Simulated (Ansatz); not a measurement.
TiO₂ (rutile), relaxed with HSE06 (Ansatz, a first-principles code, plane waves, PAW): a = b = 4.581 Å, c = 2.944 Å, α = β = γ = 90.00°.

gap (eV): 3.44
B₀ by P(V) fit (GPa): 231

Q: The same phase is relaxed and computed with r²SCAN in the same code. What are the cell and these values now?

A: a = 4.5969 Å, b = 4.5969 Å, c = 2.9536 Å, α = 90.00°, β = 90.00°, γ = 90.00°.

gap (eV): 2.22
B₀ by P(V) fit (GPa): 226

All cells were relaxed under the symmetry of their starts (and spin orders); stability against distortions was not tested throughout. Rows with no word on spin ran without spin polarisation.

Potentials: the later of the program's two PAW sets.

Ansatz is a plane-wave DFT program.
